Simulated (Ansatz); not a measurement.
MoPt:
```xyz
2
Lattice="0.0000 2.6083 2.6083 2.6083 0.0000 2.6083 2.6083 2.6083 0.0000" Properties=species:S:1:pos:R:3 pbc="T T T"
Pt     0.0000     0.0000     0.0000
Mo     2.6083     2.6083     2.6083
```

Relaxed with r²SCAN. Special points in fractions of this cell's reciprocal vectors: Γ (0.000, 0.000, 0.000); X (0.500, 0.000, 0.500); U (0.625, 0.250, 0.625); K (0.375, 0.375, 0.750); L (0.500, 0.500, 0.500); W (0.500, 0.250, 0.750).

List the band energies nearest the Fermi level at these points for r²SCAN with spin–orbit coupling (plane waves, PAW; program Ansatz).

In eV from the Fermi level; about four levels below and three above (degenerate sets whole), none deeper than 8.9 eV; points with the same levels are listed once.

```tsv
k	below	above
Γ	-5.61 -5.61 -5.61 -5.61 -5.27 -5.27	1.32 1.32 1.32 1.32
X	-2.71 -2.71 -1.00 -1.00	0.50 0.50 0.61 0.61
U	-0.72 -0.72 -0.03 -0.03	0.42 0.42 0.59 0.59
L	-1.63 -1.63 -0.07 -0.07	0.02 0.02 2.05 2.05
W	-2.92 -2.92 -1.50 -1.50	0.10 0.10 0.18 0.18
```

Space group Fm-3m (rock salt). The start of the workflow was typed in or built on a structure type; neither database checked (COD, Materials Project) lists it. Whether it is the stable phase at ambient conditions was not checked. The r²SCAN relaxation kept the symmetry of its start; its stability against distortions is not shown here. The run is not spin-polarised. The volume moved by 16 % from the start of the relaxation. Its formation energy is positive at this level, so the cell may be metastable or incomplete.

Potentials: the later of the program's two PAW sets.
